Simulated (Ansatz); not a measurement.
CsPbBr₃ (cubic perovskite)

```yaml
crystal:
  lattice:
    - [6.00278, 0.00000, 0.00000]
    - [0.00000, 6.00278, 0.00000]
    - [0.00000, 0.00000, 6.00278]
  atoms:
    - { symbol: Cs, position: [0.00000, 0.00000, 0.00000] }
    - { symbol: Pb, position: [0.50000, 0.50000, 0.50000] }
    - { symbol: Br, position: [0.00000, 0.50000, 0.50000] }
    - { symbol: Br, position: [0.50000, 0.50000, 0.00000] }
    - { symbol: Br, position: [0.50000, 0.00000, 0.50000] }
```

The relaxed cell is deformed in two ways at once: its volume V is scaled, and at that volume it is stretched along z (the c axis of the conventional cell) so that c/a changes. Fractional atomic positions are held.

Level of theory: PBE (plane waves to 420 eV, PAW, scalar-relativistic; Ansatz, a quantum-chemistry and plane-wave program). k mesh 6×6×6 (Γ-centred), Fermi-Dirac smearing 0.05 eV. Compression counts positive. CsPbBr3 was relaxed with its symmetry unable to fall. Spin-orbit coupling is left out, though Pb is heavy. This is a high-temperature form of CsPbBr3.

At one point of the scan the stress tensor (GPa) is:

```
  -0.46     0.00     0.00
   0.00    -0.46     0.00
   0.00     0.00    -1.03
```

Q: Which point is it?
(A) V/V₀ = 1.040, (c/a)/(c/a)₀ = 1.000
(B) V/V₀ = 1.040, (c/a)/(c/a)₀ = 0.980
(C) V/V₀ = 1.020, (c/a)/(c/a)₀ = 1.020
(D) V/V₀ = 1.040, (c/a)/(c/a)₀ = 1.020

A: D, V/V₀ = 1.040, (c/a)/(c/a)₀ = 1.020

(Under strain, the slope of the energy per volume gives the stress and its curvature an elastic modulus.)
